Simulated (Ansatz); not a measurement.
Here is the system:

AlP:
```xyz
2
Lattice="0.0000 2.7352 2.7352 2.7352 0.0000 2.7352 2.7352 2.7352 0.0000" Properties=species:S:1:pos:R:3 pbc="T T T"
P      4.1028     4.1028     4.1028
Al     0.0000     0.0000     0.0000
```

This is the PBEsol-relaxed structure.

Problem. All from DFT-PBEsol in the program Ansatz with PAW potentials, unless another level is named. Estimate the hole effective mass, band 1 of 3 at the edge.

Solution. 0.54 along [100], 6.7 along [110], 1.4 along [111] (mₑ).

Problem. What about the electron effective mass?

Solution. 0.24, 0.24, 0.77 mₑ (principal values).

Problem. Next, the weight of the valence-edge state by species (Voronoi cells)?

Solution. P 77 %, Al 23 %.

Space group F-43m (zinc blende). Symmetry was held in the PBEsol relaxation.

Potentials: the later of the program's two PAW sets.

Edges and masses are those of Kohn–Sham bands, whose gap is no quasiparticle gap.
